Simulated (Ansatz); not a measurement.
Problem. Each is relaxed and computed with DFT-LDA in the program Ansatz with PAW potentials. Which is the only metal?
A. SnGe3, I4/mmm (Sn on 2a, Ge on 4d, Ge on 2b)
B. SrLi2SnS4, I-42m (Sn on 2a, Sr on 2b, Li on 4d, S on 8i)
C. SnF4, I4/mmm (Sn on 2a, F on 4e, F on 4c)
D. Ge3N4, Fd-3m (Ge on 16c, Ge on 8b, N on 32e)

Solution. A, SnGe3, I4/mmm (Sn on 2a, Ge on 4d, Ge on 2b). SnGe3: metal; SnF4: gap 3.34 eV (indirect); Ge3N4: gap 2.15 eV; SrLi2SnS4: gap 2.31 eV (direct). Standing as an ambient phase not checked: SnGe3, I4/mmm (Sn on 2a, Ge on 4d, Ge on 2b); SnF4, I4/mmm (Sn on 2a, F on 4e, F on 4c); SrLi2SnS4, I-42m (Sn on 2a, Sr on 2b, Li on 4d, S on 8i). Weakly bound layers, chains or molecules computed without a dispersion correction, so cells and soft constants are ill determined: SnF4, I4/mmm (Sn on 2a, F on 4e, F on 4c). All cells were relaxed under the symmetry of their starts (and spin orders); stability against distortions was not tested throughout. Scalar-relativistic: spin–orbit coupling is off unless named, which matters more the heavier the elements.

Potentials: the later of the program's two PAW sets.
